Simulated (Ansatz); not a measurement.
A trial cell of Ta was relaxed with PBEsol (plane waves to 420 eV, PAW, scalar-relativistic; Ansatz, a quantum-chemistry and plane-wave program).

Before: C2 (No. 5), mS12; a = 5.830 Å, b = 3.371 Å, c = 11.079 Å, α = γ = 90.00°, β = 92.00°.

After relaxation:

Simulated powder pattern, Cu Kα, λ = 1.54184 Å (kinematic, ideal powder, no thermal factors, no anomalous dispersion; the 24 strongest lines at most, above 1 %, up to 2θ = 90°):

| 2θ (°) | I/Imax (%) |
|---|---|
| 38.80 | 100 |
| 56.04 | 18 |
| 70.25 | 36 |
| 83.27 | 12 |

Problem. Identify the relaxed structure from its pattern: crystal system, space group and cell.

Solution. Cubic, Im-3m (No. 229), cI2, bcc (W type); a = 3.2819 Å, b = 3.2819 Å, c = 3.2819 Å, α = 90.00°, β = 90.00°, γ = 90.00°. Sites: Ta 2a (0.000, 0.000, 0.000).

Problem. Index the strongest lines.

Solution. 38.80° (110), 56.04° (200), 70.25° (211), 83.27° (220).

No spin polarisation in the result.

The run could not lose the symmetry of its start.
